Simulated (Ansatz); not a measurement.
Nb2AlC in space group P6_3/mmc (No. 194; Al on 2d, Nb on 4f, C on 2a) at seven volumes, plane-wave PAW PBEsol (Ansatz code), shape and atoms relaxed at each. One row is withheld.

```tsv
V (Å³/atom)	P (GPa)
13.026	21.46
13.455	13.17
13.885	6.02
14.314	0.01
14.744	-4.83
15.173	-8.97
15.602	?
```

Task: Fit the shown pressures and predict the withheld one.

Result: P = (3/2)B₀(x^(7/2) − x^(5/2))[1 + (3/4)(B′ − 4)(x − 1)] with x = (V₀/V)^(2/3). Least squares on the six rows gives V₀ = 14.323 Å³/atom, B₀ = 180 GPa, B′ = 4.90. At V = 15.602, x = 0.9446 and P = -12.49 GPa. The run itself gave -12.60 GPa.

The first step of the workflow began from a Materials Project structure, measured or hypothetical; the Crystallography Open Database copy checked does not list it. Its standing as an ambient phase is unchecked. The cell was relaxed with PBEsol under the symmetry of its start; of distortions, only those at the zone centre were tested. No spin polarisation was allowed.

Potentials: the later of the program's two PAW sets.
